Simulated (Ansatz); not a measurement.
# Zone-centre phonons of HfN at 40 GPa: input and output

These are results of DFT PBEsol, scalar-relativistic, plane waves, PAW in Ansatz 0.2.0, not measurements.

Launched with:
```bash
ansatz run input.yaml --threads 1 --pin off --max-ram 3072MiB --backend cpu --events-out ev --progress --plain --runs-dir out
```

Input (bare energies are in eV):
```yaml
crystal:
  lattice:
    - [0.0, 2.1690980739, 2.1690980739]
    - [2.1690980739, 0.0, 2.1690980739]
    - [2.1690980739, 2.1690980739, 0.0]
  atoms:
    - { symbol: Hf, position: [0.0, 0.0, 0.0] }
    - { symbol: "N", position: [0.5, 0.5, 0.5] }
basis:
  ecutwfc: 420
kpoints:
  mp_grid: { grid: [16, 16, 16] }
hamiltonian:
  xc: pbesol
scf:
  occupations: { method: fermi_dirac, width: 0.15 }
output:
  eigenvalues: true
phonons:
  method: dfpt
  eigenvectors: true
```

The end of the output:
```
--- Phonons (Γ-DFPT): 2 representative perturbations + reference, on 349 of 4096 k-points (Σ response iterations 7) ---
  k mesh reduced under 8 symmetry operations, with k and −k counted as one. Each operation leaves every solved perturbation unchanged. A smaller set is not used because it would not reduce the number of displacements ...
  ASR residual: 4.069e-4 → 0.000e0 eV/Å²; symmetrization residual: 4.962e-7 eV/Å²
  ASR residual per site (eV/Å²): 4.07e-4 1.66e-4
  Γ frequencies (cm⁻¹): 0.00 0.00 0.00 611.04 611.04 611.04
  non-analytic LO–TO correction: not included (Born effective charges unavailable; polar crystals: no LO–TO splitting at Γ)
```

Time: 49 s on 1 thread of Arm Neoverse V1, on a shared host, peak memory 0.73 GiB.

In a metal, frequencies and elastic constants depend on the k mesh and the smearing, soft modes and shear constants most. Spin–orbit coupling is left out, which can shift energies with elements as heavy as these. Other phases may be more stable at this pressure.